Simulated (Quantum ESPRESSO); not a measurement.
## Si3AlFO7 (finding a planted mistake in a log)

Simulated, not a measurement. The program is pw.x of Quantum ESPRESSO 7.5 (plane-wave density functional theory). The cell is made up: 12 atoms on a rutile lattice, with randomly drawn elements, strain and displacements, not relaxed. PseudoDojo standard norm-conserving files (v0.5 for PBE, v0.4.1 for LDA and PBEsol) set the functional; there is no spin polarisation, spin-orbit coupling or dispersion term, and the masses in the input are unused placeholders.

Intended input:

```
&control calculation='scf', pseudo_dir='./dojo.nc.sr.pbe.v0_5.standard.upf', outdir='./o', disk_io='low', tprnfor=.true., tstress=.true. /
&system ibrav=0, nat=12, ntyp=4, nbnd=38, ecutwfc=84.00895049, nosym=.true., tot_charge=0,
 occupations='smearing', smearing='fd', degauss=0.0018374661
/
&electrons conv_thr=7.350e-09, electron_maxstep=60, /
ATOMIC_SPECIES
Al 1.0 Al.upf
F 1.0 F.upf
O 1.0 O.upf
Si 1.0 Si.upf
CELL_PARAMETERS angstrom
4.4237 0.0 0.0
0.0 4.4237 0.0
0.0 0.0 5.6884
ATOMIC_POSITIONS angstrom
Si 0.1132 -0.0261 -0.07
Al 2.1827 2.1523 1.4296
Si -0.1546 0.1628 2.7932
Si 2.2005 2.1957 4.2663
F 1.3617 1.3121 -0.0079
O 3.029 3.1983 -0.0877
O 3.5572 0.8864 1.4248
O 0.8399 3.4646 1.5179
O 1.2769 1.2117 2.7961
O 3.0991 3.0415 2.937
O 3.5351 0.8573 4.2209
O 0.8727 3.4693 4.2065
K_POINTS automatic
5 5 4 1 1 1
```

The log is shortened where brackets say so; the opening notice, blank lines, dates and the lines on written files are dropped, and the path of the files is cut. It prints rydbergs, bohrs and kilobars, and counts compression as positive stress. Where no state is partly filled, the Fermi energy that it prints is only some level between the filled and the empty states on the mesh, and need not lie in the true gap.

Log of the intended run:

```
     Program PWSCF v.7.5
     Parallel version (MPI & OpenMP), running on       4 processor cores
     Number of MPI processes:                 4
     Threads/MPI process:                     1
     [start-up lines left out]
     bravais-lattice index     =            0
     lattice parameter (alat)  =       8.3596  a.u.
     unit-cell volume          =     751.2043 (a.u.)^3
     number of atoms/cell      =           12
     number of atomic types    =            4
     number of electrons       =        64.00
     number of Kohn-Sham states=           38
     kinetic-energy cutoff     =      84.0090  Ry
     charge density cutoff     =     336.0358  Ry
     scf convergence threshold =      7.3E-09
     mixing beta               =       0.7000
     number of iterations used =            8  plain     mixing
     Exchange-correlation= PBE
                           (   1   4   3   4   0   0   0)
     [axes and pseudopotential details left out]
   Cartesian axes
     site n.     atom                  positions (alat units)
         1        Si     tau(   1) = (   0.0255894  -0.0059000  -0.0158239  )
         2        Al     tau(   2) = (   0.4934105   0.4865384   0.3231684  )
         3        Si     tau(   3) = (  -0.0349481   0.0368018   0.6314171  )
         4        Si     tau(   4) = (   0.4974343   0.4963492   0.9644189  )
         5        F      tau(   5) = (   0.3078192   0.2966069  -0.0017858  )
         6        O      tau(   6) = (   0.6847209   0.7229921  -0.0198250  )
         7        O      tau(   7) = (   0.8041232   0.2003753   0.3220833  )
         8        O      tau(   8) = (   0.1898637   0.7831905   0.3431291  )
         9        O      tau(   9) = (   0.2886498   0.2739110   0.6320727  )
        10        O      tau(  10) = (   0.7005674   0.6875466   0.6639239  )
        11        O      tau(  11) = (   0.7991274   0.1937970   0.9541560  )
        12        O      tau(  12) = (   0.1972783   0.7842530   0.9509008  )
     number of k points=    50  Fermi-Dirac smearing, width (Ry)=  0.0018
                       cart. coord. in units 2pi/alat
        k(    1) = (   0.1000000   0.1000000   0.0972088), wk =   0.0400000
        k(    2) = (   0.1000000   0.1000000   0.2916264), wk =   0.0400000
     [further k points left out]
     Dense  grid:    78235 G-vectors     FFT dimensions: (  50,  50,  64)
     Estimated max dynamical RAM per process >     185.11 MB
     Estimated total dynamical RAM >     683.15 MB
     Initial potential from superposition of free atoms
     starting charge      63.9957, renormalised to      64.0000
     Starting wfcs are   48 randomized atomic wfcs
     total cpu time spent up to now is        3.1 secs
     per-process dynamical memory:   141.9 Mb
     Self-consistent Calculation
     iteration #  1     ecut=    84.01 Ry     beta= 0.70
     Davidson diagonalization with overlap
     ethr =  1.00E-02,  avg # of iterations =  2.1
     total cpu time spent up to now is        8.6 secs
     total energy              =    -310.50237161 Ry
     estimated scf accuracy    <       2.64625250 Ry
     iteration #  2     ecut=    84.01 Ry     beta= 0.70
     Davidson diagonalization with overlap
     ethr =  4.13E-03,  avg # of iterations =  2.5
     total cpu time spent up to now is       14.2 secs
     total energy              =    -311.14452577 Ry
     estimated scf accuracy    <       2.54732497 Ry
     [iterations 3 to 11 left out]
     iteration # 12     ecut=    84.01 Ry     beta= 0.70
     Davidson diagonalization with overlap
     ethr =  3.99E-11,  avg # of iterations =  2.3
     total cpu time spent up to now is       67.2 secs
     total energy              =    -311.65816051 Ry
     estimated scf accuracy    <       0.00000001 Ry
     iteration # 13     ecut=    84.01 Ry     beta= 0.70
     Davidson diagonalization with overlap
     ethr =  2.06E-11,  avg # of iterations =  2.0
     total cpu time spent up to now is       71.8 secs
     End of self-consistent calculation
     [lines on levels left out]
     the Fermi energy is     8.9197 ev
!    total energy              =    -311.65816051 Ry
     estimated scf accuracy    <          9.3E-10 Ry
     smearing contrib. (-TS)   =      -0.00000000 Ry
     internal energy E=F+TS    =    -311.65816051 Ry
     The total energy is F=E-TS. E is the sum of the following terms:
     one-electron contribution =     -60.56527526 Ry
     hartree contribution      =      74.89864428 Ry
     xc contribution           =     -81.76920936 Ry
     ewald contribution        =    -244.22232018 Ry
     convergence has been achieved in  13 iterations
     Forces acting on atoms (cartesian axes, Ry/au):
     atom    1 type  4   force =    -0.13664089   -0.18500751    0.04303281
     atom    2 type  1   force =     0.06302222    0.11443546    0.10195003
     atom    3 type  4   force =     0.05672710   -0.13334310   -0.01937696
     atom    4 type  4   force =     0.10094089    0.16022544   -0.15241463
     atom    5 type  2   force =    -0.01118826   -0.01496861   -0.03284995
     atom    6 type  3   force =    -0.03299323   -0.09350701    0.00789380
     atom    7 type  3   force =     0.03657703   -0.03538587   -0.07001478
     atom    8 type  3   force =    -0.06703536    0.10011438   -0.10702718
     atom    9 type  3   force =     0.02773876    0.03756336    0.07954177
     atom   10 type  3   force =    -0.03518320   -0.00958192   -0.01126957
     atom   11 type  3   force =     0.02542036    0.00821118    0.06533895
     atom   12 type  3   force =    -0.02738542    0.05124420    0.09519571
     Total force =     0.484611     Total SCF correction =     0.000018
     Computing stress (Cartesian axis) and pressure
          total   stress  (Ry/bohr**3)                   (kbar)     P=     -207.23
  -0.00130263   0.00011642   0.00003140         -191.62       17.13        4.62
   0.00011642  -0.00158484  -0.00014597           17.13     -233.14      -21.47
   0.00003140  -0.00014597  -0.00133867            4.62      -21.47     -196.93
     init_run     :      2.89s CPU      3.05s WALL (       1 calls)
     electrons    :     68.40s CPU     68.68s WALL (       1 calls)
     forces       :      1.22s CPU      1.23s WALL (       1 calls)
     stress       :      4.20s CPU      4.20s WALL (       1 calls)
     [timing details left out]
     PWSCF        :   1m16.82s CPU   1m17.32s WALL
     JOB DONE.
```

A second run was made from an input with one planted mistake. Its log:

```
     Program PWSCF v.7.5
     Parallel version (MPI & OpenMP), running on       4 processor cores
     Number of MPI processes:                 4
     Threads/MPI process:                     1
     [start-up lines left out]
     bravais-lattice index     =            0
     lattice parameter (alat)  =       8.3596  a.u.
     unit-cell volume          =     751.2043 (a.u.)^3
     number of atoms/cell      =           12
     number of atomic types    =            4
     number of electrons       =        64.00
     number of Kohn-Sham states=           38
     kinetic-energy cutoff     =      44.8342  Ry
     charge density cutoff     =     179.3367  Ry
     scf convergence threshold =      7.3E-09
     mixing beta               =       0.7000
     number of iterations used =            8  plain     mixing
     Exchange-correlation= PBE
                           (   1   4   3   4   0   0   0)
     [axes and pseudopotential details left out]
   Cartesian axes
     site n.     atom                  positions (alat units)
         1        Si     tau(   1) = (   0.0255894  -0.0059000  -0.0158239  )
         2        Al     tau(   2) = (   0.4934105   0.4865384   0.3231684  )
         3        Si     tau(   3) = (  -0.0349481   0.0368018   0.6314171  )
         4        Si     tau(   4) = (   0.4974343   0.4963492   0.9644189  )
         5        F      tau(   5) = (   0.3078192   0.2966069  -0.0017858  )
         6        O      tau(   6) = (   0.6847209   0.7229921  -0.0198250  )
         7        O      tau(   7) = (   0.8041232   0.2003753   0.3220833  )
         8        O      tau(   8) = (   0.1898637   0.7831905   0.3431291  )
         9        O      tau(   9) = (   0.2886498   0.2739110   0.6320727  )
        10        O      tau(  10) = (   0.7005674   0.6875466   0.6639239  )
        11        O      tau(  11) = (   0.7991274   0.1937970   0.9541560  )
        12        O      tau(  12) = (   0.1972783   0.7842530   0.9509008  )
     number of k points=    50  Fermi-Dirac smearing, width (Ry)=  0.0018
                       cart. coord. in units 2pi/alat
        k(    1) = (   0.1000000   0.1000000   0.0972088), wk =   0.0400000
        k(    2) = (   0.1000000   0.1000000   0.2916264), wk =   0.0400000
     [further k points left out]
     Dense  grid:    30345 G-vectors     FFT dimensions: (  36,  36,  45)
     Estimated max dynamical RAM per process >      74.04 MB
     Estimated total dynamical RAM >     273.94 MB
     Check: negative core charge=   -0.000293
     Initial potential from superposition of free atoms
     starting charge      63.9957, renormalised to      64.0000
     Starting wfcs are   48 randomized atomic wfcs
     total cpu time spent up to now is        1.5 secs
     per-process dynamical memory:    60.2 Mb
     Self-consistent Calculation
     iteration #  1     ecut=    44.83 Ry     beta= 0.70
     Davidson diagonalization with overlap
     ethr =  1.00E-02,  avg # of iterations =  2.2
     total cpu time spent up to now is        3.6 secs
     total energy              =    -309.91196063 Ry
     estimated scf accuracy    <       2.17282490 Ry
     iteration #  2     ecut=    44.83 Ry     beta= 0.70
     Davidson diagonalization with overlap
     ethr =  3.40E-03,  avg # of iterations =  2.7
     total cpu time spent up to now is        5.7 secs
     total energy              =    -310.40628650 Ry
     estimated scf accuracy    <       1.98075975 Ry
     [iterations 3 to 10 left out]
     iteration # 11     ecut=    44.83 Ry     beta= 0.70
     Davidson diagonalization with overlap
     ethr =  3.20E-10,  avg # of iterations =  2.0
     total cpu time spent up to now is       23.2 secs
     total energy              =    -310.81925147 Ry
     estimated scf accuracy    <          9.8E-09 Ry
     iteration # 12     ecut=    44.83 Ry     beta= 0.70
     Davidson diagonalization with overlap
     ethr =  1.52E-11,  avg # of iterations =  2.7
     total cpu time spent up to now is       25.2 secs
     End of self-consistent calculation
     [lines on levels left out]
     the Fermi energy is     8.8702 ev
!    total energy              =    -310.81925147 Ry
     estimated scf accuracy    <          6.5E-09 Ry
     smearing contrib. (-TS)   =      -0.00000000 Ry
     internal energy E=F+TS    =    -310.81925147 Ry
     The total energy is F=E-TS. E is the sum of the following terms:
     one-electron contribution =     -58.91376196 Ry
     hartree contribution      =      73.80817731 Ry
     xc contribution           =     -81.49134663 Ry
     ewald contribution        =    -244.22232019 Ry
     convergence has been achieved in  12 iterations
     Forces acting on atoms (cartesian axes, Ry/au):
     atom    1 type  4   force =    -0.13522468   -0.18560912    0.04336660
     atom    2 type  1   force =     0.06317956    0.11389256    0.10167791
     atom    3 type  4   force =     0.05693767   -0.13420247   -0.01905646
     atom    4 type  4   force =     0.10113207    0.15955158   -0.15149767
     atom    5 type  2   force =    -0.01101891   -0.01754711   -0.03283959
     atom    6 type  3   force =    -0.03424523   -0.09812640    0.01223339
     atom    7 type  3   force =     0.03542173   -0.03216429   -0.07294939
     atom    8 type  3   force =    -0.06996483    0.10474113   -0.11005053
     atom    9 type  3   force =     0.03085592    0.03842764    0.07870141
     atom   10 type  3   force =    -0.03259424   -0.01175301   -0.01297826
     atom   11 type  3   force =     0.02350449    0.00748259    0.06754503
     atom   12 type  3   force =    -0.02798355    0.05530692    0.09584757
     Total force =     0.488270     Total SCF correction =     0.000062
     Computing stress (Cartesian axis) and pressure
          total   stress  (Ry/bohr**3)                   (kbar)     P=     -855.33
  -0.00576723   0.00014278   0.00002290         -848.39       21.00        3.37
   0.00014278  -0.00603976  -0.00014146           21.00     -888.48      -20.81
   0.00002290  -0.00014146  -0.00563629            3.37      -20.81     -829.13
     init_run     :      1.37s CPU      1.42s WALL (       1 calls)
     electrons    :     23.65s CPU     23.76s WALL (       1 calls)
     forces       :      0.50s CPU      0.50s WALL (       1 calls)
     stress       :      1.64s CPU      1.64s WALL (       1 calls)
     [timing details left out]
     PWSCF        :     27.23s CPU     27.42s WALL
     JOB DONE.
```

Question: what was wrong in the second input?

Answer: the plane-wave cutoff is too low. The input lines that differ, file-writing options aside:

```
- &system ibrav=0, nat=12, ntyp=4, nbnd=38, ecutwfc=84.00895049, nosym=.true., tot_charge=0,
+ &system ibrav=0, nat=12, ntyp=4, nbnd=38, ecutwfc=44.83417305, nosym=.true., tot_charge=0,
```

|  | intended run | run with the mistake |
| --- | --- | --- |
| free energy (eV) | -4240.325 | -4228.911 |
| smearing term -TS (eV) | 0.0000 | 0.0000 |
| pressure (GPa) | -20.72 | -85.53 |
| largest force component (eV/Å) | 4.757 | 4.772 |
| largest change of a force component (eV/Å) |  | 0.119 |
| iterations | 13 | 12 |

For scale, a rerun of the intended cell at a cutoff of 1437 eV and k mesh 7 x 7 x 6 moved values by no more than 0.003 eV in energy, 0.04 GPa in stress and 0.002 eV/Å in force.